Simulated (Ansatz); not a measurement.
**GeCN2: changing the share of exact exchange**

```yaml
crystal:
  lattice:
    - [1.79379, 1.03565, 4.92196]
    - [-1.79379, 1.03565, 4.92196]
    - [0.00000, -2.07129, 4.92196]
  atoms:
    - { symbol: Ge, position: [0.00000, 0.00000, 0.00000] }
    - { symbol: N, position: [0.58390, 0.58390, 0.58390] }
    - { symbol: N, position: [0.41610, 0.41610, 0.41610] }
    - { symbol: C, position: [0.50000, 0.50000, 0.50000] }
```

The cell comes from a database or a generator and needn't be the stable form of this composition.

Kept alike: task single point; k mesh 5 × 5 × 5; occupations fermi-dirac, width 0.05 eV; no spin polarisation. Program: Ansatz, Ansatz PAW, cutoff 420 eV. The mesh is that of the run's cell of 4 atoms. No spin-orbit coupling.

```tsv
share of exact exchange, α	pressure (GPa)
0	-0.01
0.1	-1.44
0.15	?
0.25	-3.49
0.35	-4.78
0.5	-6.62
```

The k mesh is coarse, so the values aren't converged. Pressure is positive in compression, with a Pulay correction for the finite cutoff. All rows use potentials made for PBE. The mesh is thin for exact exchange.

Task: Fit the rows shown and predict the run at 0.15.

Result: A least-squares parabola through the rows shown is pressure = 2.764 α² - 14.603 α - 0.009 (largest miss 0.003); at α = 0.15 it gives -2.14 GPa. The run gave: pressure -2.14 GPa.
